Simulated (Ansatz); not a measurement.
Ge2Sb2Te5:
```
CELL_PARAMETERS angstrom
      4.23068     0.00000     0.00000
     -2.11534     3.66387     0.00000
      0.00000     0.00000    17.78396
ATOMIC_POSITIONS crystal
  Te 0.00000 0.00000 0.99558
  Sb 0.33333 0.66667 0.09379
  Te 0.66667 0.33333 0.20441
  Sb 0.00000 0.00000 0.31967
  Te 0.33333 0.66667 0.41560
  Te 0.66667 0.33333 0.58599
  Ge 0.00000 0.00000 0.66418
  Te 0.33333 0.66667 0.79125
  Ge 0.66667 0.33333 0.87071
```

Relaxed with r²SCAN+D4. Special points in fractions of this cell's reciprocal vectors: Γ (0.000, 0.000, 0.000); M (0.500, 0.000, 0.000); K (0.333, 0.333, 0.000); A (0.000, 0.000, 0.500); L (0.500, 0.000, 0.500); H (0.333, 0.333, 0.500).

List the band energies nearest the valence-band maximum at these points for plane-wave PAW r²SCAN+D4 (Ansatz code).

In eV from the valence-band maximum; about four levels below and three above (degenerate sets whole), none deeper than 8.9 eV; points with the same levels are listed once.

```tsv
k	below	above
Γ	-1.53 -1.53 -1.08 -0.90 0.00	0.27 0.27 0.44
M	-2.11 -1.91 -1.34 -1.09	0.58 0.70 0.89
K	-2.29 -1.34 -1.29 -1.13	0.79 0.97 1.07
A	-1.56 -1.56 -1.44 -0.74 -0.02	0.30 0.30 0.44
L	-2.28 -1.99 -1.83 -0.64	0.31 0.78 1.15
H	-1.83 -1.77 -1.61 -1.56	1.20 1.37 1.48
```

Space group P3m1. The start of the workflow was typed in or built on a structure type; neither database checked (COD, Materials Project) lists it. It is not the phase usual at ambient conditions (space group No. 164). The cell was relaxed with r²SCAN+D4 under the symmetry of its start; whether a distortion lowers the energy is not shown. Spin–orbit coupling is left out wherever it is not named.

Potentials: the later of the program's two PAW sets.
